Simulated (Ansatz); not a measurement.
Input and command of a plane-wave DFT calculation in Ansatz:

```yaml
crystal:
  lattice:
    - [3.9146004907, 0.0, 0.0]
    - [0.0, 4.8693588991, 0.0]
    - [0.0, 0.0, 4.1193866126]
  atoms:
    - { symbol: Mg, position: [0.0, 0.0, 0.67] }
    - { symbol: Mg, position: [0.5, 0.5, 0.33] }
    - { symbol: C, position: [0.0, 0.25, 0.167] }
    - { symbol: C, position: [0.0, 0.75, 0.167] }
    - { symbol: C, position: [0.5, 0.75, 0.833] }
    - { symbol: C, position: [0.5, 0.25, 0.833] }
    - { symbol: C, position: [0.5, 0.0, 0.33] }
    - { symbol: C, position: [0.0, 0.5, 0.67] }
basis:
  ecutwfc: 420
kpoints:
  mp_grid: { grid: [4, 4, 4] }
hamiltonian:
  xc: pbe
scf:
  occupations: { method: gaussian, width: 0.1 }
  lower_state_search: "off"
output:
  forces: true
  stress: true
  eigenvalues: true
relax:
  adjacent_minimum: "off"
  f_tol: 0.04
  max_steps: 70
  cell: { stress_tol: 0.4 }
```

```bash
ansatz run input.yaml --threads 1 --pin off --max-ram 2560MiB --backend cpu --events-out ev --progress --plain --runs-dir out
```

Processor: Intel(R) Xeon(R) Platinum 8259CL CPU @ 2.50GHz (Skylake/Cascade Lake), 1 thread, on a host shared with other jobs.

Problem. Estimate time, memory and problem size.

Solution. About 2.4 min on 1 thread of Intel(R) Xeon(R) Platinum 8259CL CPU @ 2.50GHz (Skylake/Cascade Lake) (shared host), peak memory 0.43 GiB. It solves 30 bands at 27 k points (the mesh reduced by the symmetry that the task leaves, which can be less than the crystal's) with about 1949 plane waves (on the last cell), in 194 SCF iterations over 31 ionic steps.
